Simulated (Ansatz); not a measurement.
The relaxed structure here is a generated cell of CrB4: the first start was made by placing the elements on the sites of a structure type, and the end was not matched to a known phase here, so it may be hypothetical.

The end point of a relaxation of CrB$_{4}$. Space group Im-3m (No. 229). These are r2SCAN (plane waves to 500 eV, PAW, scalar-relativistic; Ansatz, a quantum-chemistry and plane-wave program) values and carry that method's errors.

```cif
data_B4Cr
_chemical_formula_sum 'B4 Cr1'
_space_group_name_H-M_alt 'P 1'
_space_group_IT_number 1
_cell_length_a 3.93457
_cell_length_b 3.93457
_cell_length_c 3.93457
_cell_angle_alpha 109.471
_cell_angle_beta 109.471
_cell_angle_gamma 109.471
loop_
_space_group_symop_operation_xyz
  'x, y, z'
loop_
_atom_site_label
_atom_site_type_symbol
_atom_site_fract_x
_atom_site_fract_y
_atom_site_fract_z
_atom_site_occupancy
B1 B 0.50000 0.50000 0.50000 1
B2 B 0.00000 0.00000 0.50000 1
B3 B 0.00000 0.50000 0.00000 1
B4 B 0.50000 0.00000 0.00000 1
Cr1 Cr 0.00000 0.00000 0.00000 1
```

**Question.** Estimate the magnetic moment that r2SCAN returns for this input.

**Answer.** Zero (the starting moments vanished).

No spin polarisation in the result: the starting moments vanished. A magnetic state may lie lower.

The run could not lose the symmetry of its start, so the end can be a saddle point.
